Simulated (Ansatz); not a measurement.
Ga in space group Cmcm (No. 63; Pearson symbol oS40) under volume change, DFT-r²SCAN in the program Ansatz with PAW potentials, shape and atoms relaxed at each volume.

```tsv
V (Å³/atom)	E − E(relaxed) (meV/atom)	P (GPa)
16.618	?	?
17.166	?	?
17.713	3.4	2.03
18.261	0.0	0.00
18.809	3.0	-1.68
19.357	11.1	-3.06
19.905	23.6	-4.20
```

**Question.** Some entries are withheld; supply them.

**Answer.** 
- 16.618, E − E(relaxed) (meV/atom): 34.5
- 16.618, P (GPa): 7.39
- 17.166, E − E(relaxed) (meV/atom): 14.3
- 17.166, P (GPa): 4.47

**Question.** What does a third-order Birch–Murnaghan fit give for V₀, B₀ and B′?

**Answer.** V₀ = 18.26 Å³/atom, B₀ = 61.2 GPa, B′ = 5.2.

The workflow started from a Materials Project entry (that database holds measured and hypothetical structures alike); the Crystallography Open Database files this formula in space group No. 63, but the cells were not matched. It is not the phase usual at ambient conditions (space group No. 64). The r²SCAN relaxation kept the symmetry of its start; whether a distortion lowers the energy is not shown.

Potentials: the earlier of the program's two PAW sets.
